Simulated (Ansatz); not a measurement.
BePt, first-principles data

BePt:
```yaml
crystal:
  lattice:
    - [2.78074, 0.00000, 0.00000]
    - [0.00000, 2.78074, 0.00000]
    - [0.00000, 0.00000, 2.93873]
  atoms:
    - { symbol: Be, position: [0.50000, 0.50000, 0.50000] }
    - { symbol: Pt, position: [0.00000, 0.00000, 0.00000] }
```

Space group P4/mmm (No. 123), L1₀ or tetragonal B2; conventional cell a = b = 2.7807 Å, c = 2.9387 Å, α = β = γ = 90.00°.

Method: r²SCAN in the plane-wave PAW code Ansatz. The cell and atoms are relaxed at this level. Other levels are named where they apply.

Cell and energy:

```json
{
  "volume_per_atom": "11.36 Å³",
  "density": "14.91 g/cm³",
  "Formation energy from the elements (no fitted shifts)": "-0.77 eV/atom"
}
```

Electronic structure:

```json
{
 "electronic_character": "metallic (no gap)",
 "Density of states at the Fermi level": "0.20 states/eV per atom (mean over ±0.08 eV)",
 "Gap with spin–orbit coupling": "none (metallic)"
}
```

Mechanics:

```json
{
  "Bulk modulus (Birch–Murnaghan fit)": "223 GPa",
  "Pressure derivative B′": "4.7"
}
```

Charges:

```json
{
  "bader_charges": "Be +1.63, Pt -1.63 e"
}
```

The cell is a constructed one: a structure type filled with these elements; neither database checked (COD, Materials Project) lists it. Whether it is the stable phase at ambient conditions was not checked. Symmetry was held in the r²SCAN relaxation; whether a distortion lowers the energy is not shown. The run is not spin-polarised. Axis ratios of metals converge slowly with the k-mesh, so a and c are less sure than the volume. The references are the lowest solids computed at this level, not always the standard phases. Scalar-relativistic: spin–orbit coupling is off unless named, which matters more the heavier the elements.

Potentials: the earlier of the program's two PAW sets.
